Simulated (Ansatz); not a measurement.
Sn:
```
Sn
1.0
    0.00000     3.27173     3.27173
    3.27173     0.00000     3.27173
    3.27173     3.27173     0.00000
Sn
2
Direct
  0.50000   0.50000   0.50000
  0.75000   0.75000   0.75000
```

Relaxed with r²SCAN+D4. Special points in fractions of this cell's reciprocal vectors: Γ (0.000, 0.000, 0.000); X (0.500, 0.000, 0.500); U (0.625, 0.250, 0.625); K (0.375, 0.375, 0.750); L (0.500, 0.500, 0.500); W (0.500, 0.250, 0.750).

Task: List the band energies nearest the Fermi level at these points for r²SCAN+D4 (plane waves, PAW; program Ansatz).

Result: In eV from the Fermi level; about four levels below and three above (degenerate sets whole), none deeper than 8.9 eV; points with the same levels are listed once.

| k | below | above |
|---|---|---|
| Γ | -0.55 | 0.00 0.00 0.00 |
| X | -7.78 -7.78 -2.60 -2.60 | 0.94 0.94 7.99 7.99 |
| U | -8.20 -7.27 -3.49 -2.23 | 1.22 3.52 5.99 |
| L | -6.50 -1.23 -1.23 | 0.08 3.35 3.35 |
| W | -7.72 -7.72 -3.16 -3.16 | 3.58 3.58 4.21 4.21 |

Space group Fd-3m (diamond). This is a known low-temperature phase of the composition, computed here at zero pressure and temperature. The r²SCAN+D4 relaxation kept the symmetry of its start; whether a distortion lowers the energy is not shown. The pairwise dispersion correction was not fitted to metals. The Fermi level of a semimetal is unsure by some 0.05 eV on such meshes. Scalar-relativistic: spin–orbit coupling is off unless named, which matters more the heavier the elements.

Potentials: the later of the program's two PAW sets.
